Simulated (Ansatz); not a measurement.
A relaxation computed with Ansatz, from input to last step.

```yaml
crystal:
  lattice:
    - [-3.3295, 3.3295, 2.7235]
    - [3.3295, -3.3295, 2.7235]
    - [3.3295, 3.3295, -2.7235]
  atoms:
    - { symbol: Mn, position: [0.25, 0.25, 0.0], spin: 2.84 }
    - { symbol: Mn, position: [0.75, 0.75, 0.0], spin: 2.84 }
    - { symbol: Sn, position: [0.6623, 0.1623, 0.8246] }
    - { symbol: Sn, position: [0.1623, 0.3377, 0.5] }
    - { symbol: Sn, position: [0.3377, 0.8377, 0.1754] }
    - { symbol: Sn, position: [0.8377, 0.6623, 0.5] }
basis:
  ecutwfc: 420
kpoints:
  mp_grid: { grid: [8, 8, 8] }
hamiltonian:
  xc: pbesol
scf:
  occupations: { method: gaussian, width: 0.1 }
output:
  forces: true
  stress: true
  eigenvalues: true
  populations: true
  write_density: true
  write_potential: true
  elf: true
  volumetric_format: npy
magnetization:
  spin_polarized: true
relax:
  adjacent_minimum: "off"
  f_tol: 0.005
  max_steps: 80
  cell: { stress_tol: 0.05 }
```

```bash
ansatz run input.yaml --threads 1 --pin off --max-ram 2560MiB --backend cpu --events-out ev --progress --plain --runs-dir out
```

Method: Ansatz, DFT PBEsol, scalar-relativistic, plane waves, PAW.

Of 6 frames 6 are shown, positions in Å and forces in eV/Å; the SCF threshold varies from step to step. Steps run on the plane waves of an earlier cell, with a Pulay correction in the pressure. The basis is chosen afresh for the last frame, the zero of the energies, and at times for earlier ones too; energy and pressure step there, also at an unchanged geometry.

```xyz
6
Lattice="-3.3295 3.3295 2.7235 3.3295 -3.3295 2.7235 3.3295 3.3295 -2.7235" Properties=species:S:1:pos:R:3:forces:R:3 pbc="T T T" step=1 free_energy_over_end_meV_per_atom=27.33 pressure_GPa=-5.35
Mn    0.0000    0.0000    1.3618    0.0000    0.0000    0.0000
Mn    0.0000    0.0000    4.0853    0.0000    0.0000    0.0000
Sn    1.0808    4.4103    0.0000    0.1760    0.1760    0.0000
Sn    2.2487    1.0808    0.0000   -0.1760    0.1760    0.0000
Sn    2.2487   -1.0808    2.7235   -0.1760   -0.1760    0.0000
Sn    1.0808    2.2487    2.7235    0.1760   -0.1760    0.0000
6
Lattice="-3.2156 3.2156 2.6166 3.2156 -3.2156 2.6166 3.2156 3.2156 -2.6166" Properties=species:S:1:pos:R:3:forces:R:3 pbc="T T T" step=2 free_energy_over_end_meV_per_atom=11.15 pressure_GPa=4.54
Mn    0.0000    0.0000    1.3083    0.0000    0.0000    0.0000
Mn    0.0000    0.0000    3.9249    0.0000    0.0000    0.0000
Sn    1.0724    4.2880    0.0000   -0.1889   -0.1889    0.0000
Sn    2.1433    1.0724    0.0000    0.1889   -0.1889    0.0000
Sn    2.1433   -1.0724    2.6166    0.1889    0.1889    0.0000
Sn    1.0724    2.1433    2.6166   -0.1889    0.1889    0.0000
6
Lattice="-3.2564 3.2564 2.6688 3.2564 -3.2564 2.6688 3.2564 3.2564 -2.6688" Properties=species:S:1:pos:R:3:forces:R:3 pbc="T T T" step=3 free_energy_over_end_meV_per_atom=0.29 pressure_GPa=-0.65
Mn    0.0000    0.0000    1.3344    0.0000    0.0000    0.0000
Mn    0.0000    0.0000    4.0032    0.0000    0.0000    0.0000
Sn    1.0630    4.3194    0.0000    0.0792    0.0792    0.0000
Sn    2.1934    1.0630    0.0000   -0.0792    0.0792    0.0000
Sn    2.1934   -1.0630    2.6688   -0.0792   -0.0792    0.0000
Sn    1.0630    2.1934    2.6688    0.0792   -0.0792    0.0000
6
Lattice="-3.2530 3.2530 2.6606 3.2530 -3.2530 2.6606 3.2530 3.2530 -2.6606" Properties=species:S:1:pos:R:3:forces:R:3 pbc="T T T" step=4 free_energy_over_end_meV_per_atom=-0.43 pressure_GPa=-0.05
Mn    0.0000    0.0000    1.3303    0.0000    0.0000    0.0000
Mn    0.0000    0.0000    3.9908    0.0000    0.0000    0.0000
Sn    1.0713    4.3243    0.0000   -0.0114   -0.0114    0.0000
Sn    2.1817    1.0713    0.0000    0.0114   -0.0114    0.0000
Sn    2.1817   -1.0713    2.6606    0.0114    0.0114    0.0000
Sn    1.0713    2.1817    2.6606   -0.0114    0.0114    0.0000
6
Lattice="-3.2532 3.2532 2.6584 3.2532 -3.2532 2.6584 3.2532 3.2532 -2.6584" Properties=species:S:1:pos:R:3:forces:R:3 pbc="T T T" step=5 free_energy_over_end_meV_per_atom=-0.45 pressure_GPa=0.00
Mn    0.0000    0.0000    1.3292    0.0000    0.0000    0.0000
Mn    0.0000    0.0000    3.9876    0.0000    0.0000    0.0000
Sn    1.0698    4.3231    0.0000    0.0007    0.0007    0.0000
Sn    2.1834    1.0698    0.0000   -0.0007    0.0007    0.0000
Sn    2.1834   -1.0698    2.6584   -0.0007   -0.0007    0.0000
Sn    1.0698    2.1834    2.6584    0.0007   -0.0007    0.0000
6
Lattice="-3.2532 3.2532 2.6584 3.2532 -3.2532 2.6584 3.2532 3.2532 -2.6584" Properties=species:S:1:pos:R:3:forces:R:3 pbc="T T T" step=6 free_energy_over_end_meV_per_atom=0.00 pressure_GPa=0.01
Mn    0.0000    0.0000    1.3292    0.0000    0.0000    0.0000
Mn    0.0000    0.0000    3.9876    0.0000    0.0000    0.0000
Sn    1.0698    4.3231    0.0000    0.0006    0.0006    0.0000
Sn    2.1834    1.0698    0.0000   -0.0006    0.0006    0.0000
Sn    2.1834   -1.0698    2.6584   -0.0006   -0.0006    0.0000
Sn    1.0698    2.1834    2.6584    0.0006   -0.0006    0.0000
```

Time: 7.1 min on 1 thread of Intel(R) Xeon(R) Platinum 8259CL CPU @ 2.50GHz (Skylake/Cascade Lake) (shared host), peak memory 0.92 GiB.

Only parallel moments were tried here.